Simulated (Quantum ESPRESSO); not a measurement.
```
LiCl
1.0
    0.00000     2.48218     2.48218
    2.48218     0.00000     2.48218
    2.48218     2.48218     0.00000
Li Cl
1 1
Direct
  0.00000   0.00000   0.00000
  0.50000   0.50000   0.50000
```

Cell and atoms were relaxed with LDA from Materials Project entry mp-22905, within its symmetry.

Problem. What does norm-conserving LDA (Quantum ESPRESSO, 74 Ry, no spin-orbit coupling) give for the electronic structure near the Fermi level?

Solution. The LDA gap is indirect, 6.49 eV, from 77 % of the way from K to Γ to L; the smallest direct gap is 6.60 eV. Another valence extremum on the path lies within 0.02 eV, too close to call.
